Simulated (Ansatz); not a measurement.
P:
```cif
data_P6
_chemical_formula_sum 'P6'
_space_group_name_H-M_alt 'R-3m :H'
_space_group_IT_number 166
_space_group_name_Hall '-R 3 2"'
_cell_length_a 3.45145
_cell_length_b 3.45145
_cell_length_c 9.09713
_cell_angle_alpha 90.000
_cell_angle_beta 90.000
_cell_angle_gamma 120.000
loop_
_atom_site_label
_atom_site_type_symbol
_atom_site_symmetry_multiplicity
_atom_site_Wyckoff_symbol
_atom_site_fract_x
_atom_site_fract_y
_atom_site_fract_z
_atom_site_occupancy
P1 P 6 c 0.00000 0.00000 0.22938 1
```
(The calculation used a cell of 2 atoms; values per cell refer to that cell.)

Relaxed with r²SCAN+D4.

Q: Tabulate the valence density and the electron localisation function along the shortest P–P contact (2.30 Å), r²SCAN+D4 in the plane-wave PAW code Ansatz.

A: 

```csv
distance from P (Å),density (e/Å³),ELF
0.23,0.13,0.00
0.34,0.31,0.04
0.46,0.53,0.33
0.57,0.71,0.70
0.69,0.81,0.85
0.80,0.81,0.89
0.92,0.76,0.89
1.03,0.71,0.89
1.15,0.70,0.88
1.26,0.71,0.89
1.38,0.76,0.89
1.49,0.81,0.89
1.61,0.81,0.85
1.72,0.71,0.70
1.84,0.53,0.33
1.95,0.31,0.04
2.07,0.13,0.00
```

The density is the valence pseudo-density with augmentation charge, so density and ELF within about 1 Å of a nucleus are not all-electron values.

This is a known high-pressure phase of the composition, computed here at zero pressure and temperature. Symmetry was held in the r²SCAN+D4 relaxation; whether a distortion lowers the energy is not shown.

Potentials: the later of the program's two PAW sets.
